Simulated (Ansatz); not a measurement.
Theory: DFT PBE, scalar-relativistic, plane waves, PAW in Ansatz 0.2.0. All cells share a 420 eV cutoff and Γ-centred k meshes spaced at most about 0.3 Å⁻¹ (about 0.25 or finer for metals, 2π included). No spin polarisation in the final relaxations.

These are static total energies at zero pressure.

Compare these two cells of ZnCd2Te3, each relaxed at this level.

A. Space group P4/mmm (No. 123), tetragonal, a = 4.298 Å, c = 10.610 Å. Zn has 4 Te at 3.04 Å; Cd has 4 Te at 3.00 Å and 4 Cd at 3.04 Å; around Te on a site of symmetry 4mm lie 4 Cd at 3.00 Å and 1 Te at 3.22 Å; around Te on a site of symmetry 4/mmm lie 4 Zn at 3.04 Å and 2 Te at 3.22 Å.

B. Space group P4/mmm (No. 123), tetragonal, a = 5.256 Å, c = 10.949 Å. Around Zn lie 4 Cd at 2.63 Å and 2 Te at 2.67 Å; Cd is surrounded by 2 Zn at 2.63 Å; Te on a site of symmetry 4mm has 1 Zn at 2.67 Å and 1 Te at 2.80 Å; around Te on a site of symmetry 4/mmm lie 2 Te at 2.80 Å.

Question: Which would you expect to be lower, and how large is the difference?

Answer: A is lower, by 0.33 eV/atom. A has space group P4/mmm (No. 123), 32.7 Å³/atom and no gap on its mesh; B has space group P4/mmm (No. 123), 50.4 Å³/atom and no gap. Counting Te atoms around Cd and Zn (those within 1.25 times the shortest such distance or 1.15 times the sum of covalent radii, 1.27 where that leaves under three; the shortest distance is added where it exceeds 1.18 times the sum of covalent radii), A has Zn 4, Cd 4 and B has Zn 2, Cd 4 from 3.7 Å. B holds Te–Te units of three or more atoms (shortest 2.80 Å); in A the shortest Te–Te distance is 3.22 Å, near bonding range too. The denser one is the lower, and pressure would at first widen the difference. Even the lower one lies +0.06 eV/atom against the reference forms of the elements (uncorrected), so neither is stable at this level. Both come from invented guesses. A third cell relaxed alike, in R-3m, lies 10 meV/atom below the lower of the two.

These runs have no spin–orbit coupling, which can matter for Te. Cells relaxed within their symmetry can be saddle points.
